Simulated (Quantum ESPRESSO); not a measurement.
```cif
data_MgTe
_chemical_formula_sum 'Mg1 Te1'
_space_group_name_H-M_alt 'P 1'
_space_group_IT_number 1
_cell_length_a 4.55277
_cell_length_b 4.55277
_cell_length_c 4.55277
_cell_angle_alpha 60.000
_cell_angle_beta 60.000
_cell_angle_gamma 60.000
loop_
_space_group_symop_operation_xyz
  'x, y, z'
loop_
_atom_site_label
_atom_site_type_symbol
_atom_site_fract_x
_atom_site_fract_y
_atom_site_fract_z
_atom_site_occupancy
Mg1 Mg 0.00000 0.00000 0.00000 1
Te1 Te 0.25000 0.25000 0.25000 1
```

Cell and atoms were relaxed with PBEsol from Materials Project entry mp-13033, within its symmetry.

**Question.** What does PBE (stringent potentials; Quantum ESPRESSO, PseudoDojo norm-conserving, 107 Ry, no spin-orbit coupling) give for the electronic structure near the Fermi level?

**Answer.** The PBE gap is direct, 2.46 eV at Γ. Spin-orbit coupling is left out, which matters for elements this heavy: edges can move by tenths of an eV.

This is not the ordinary phase of the substance; no match was found in the copy of COD used, and its stability was not checked.
